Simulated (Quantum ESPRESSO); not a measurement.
Inputs of pw.x and gipaw.x (a modified build of Quantum ESPRESSO, PBE) for CdTe; the starting potential comes from an earlier run on another mesh:

```
&CONTROL
  calculation = 'scf'
  prefix = 'x'
  pseudo_dir = './pseudo'
  outdir = './out'
  tprnfor = .true.
/
&SYSTEM
  ibrav = 0
  nat = 2
  ntyp = 2
  ecutwfc = 40
  ecutrho = 160
  occupations = 'fixed'
  nbnd = 9
/
&ELECTRONS
  conv_thr = 1e-11
  startingpot = 'file'
/
ATOMIC_SPECIES
Cd 112.414 Cd.GGA_PBE-JTH.UPF
Te 127.600 Te.GGA_PBE-JTH.UPF
CELL_PARAMETERS angstrom
    0.000000000000     3.282115000000     3.282115000000
    3.282115000000     0.000000000000     3.282115000000
    3.282115000000     3.282115000000     0.000000000000
ATOMIC_POSITIONS crystal
Cd     0.000000000000     0.000000000000     0.000000000000
Te     0.250000000000     0.250000000000     0.250000000000
K_POINTS automatic
7 7 7 1 1 1
```

```
&INPUTGIPAW
  job = 'nmr'
  prefix = 'x'
  tmp_dir = './out/'
  restart_mode = 'from_scratch'
  pawproj(1) = .true.
  pawproj(2) = .true.
  use_nmr_macroscopic_shape = .false.
/
```

The cell comes from the Materials Project (a computed structure). It is CdTe in F-43m. Stability against distortions was not tested.

What does gipaw.x print for the total shieldings?


```
     f-sum rule (should be   -14.0497):
           -14.0491         -0.0000          0.0000
            -0.0000        -14.0491         -0.0000
             0.0000         -0.0000        -14.0491

     Total NMR chemical shifts in ppm: ---------------------------------------
     (adopting the Simpson convention for anisotropy and asymmetry)-----------

     Atom  1  Cd  pos: (  0.000000  0.000000  0.000000)  Total sigma:        2915.31
          2915.3095          0.0000         -0.0000
            -0.0000       2915.3095          0.0000
            -0.0000          0.0000       2915.3095

     Cd      1    anisotropy:     -0.00    eta:    0.0000
     Cd      1    sigma_11=   2915.31
     Cd      1    sigma_22=   2915.31
     Cd      1    sigma_33=   2915.31

     Atom  2  Te  pos: (  0.353553  0.353553  0.353553)  Total sigma:        3475.39
          3475.3861         -0.0000          0.0000
            -0.0000       3475.3861          0.0000
             0.0000          0.0000       3475.3861

     Te      2    anisotropy:      0.00    eta:    0.0000
     Te      2    sigma_11=   3475.39
     Te      2    sigma_22=   3475.39
     Te      2    sigma_33=   3475.39
```
The printed anisotropy is 3/2 (σ_33 − σ_iso) in the program's own order; the axes are left out here. All sites are cubic, so the anisotropy vanishes by symmetry. Shieldings are absolute and leave out the bulk-susceptibility term; a larger σ means a smaller chemical shift. In our sweeps, cutoffs and meshes of this size left a few ppm, and up to some 20 ppm on atoms from Zn on. Spin–orbit coupling is left out; its weight grows with the heaviest atom, Te here. The datasets of Te hold no d projectors, which limits absolute σ on these atoms. With so small a Kohn–Sham gap, σ hangs strongly on the functional and the mesh. Static lattice: thermal averaging is not included.
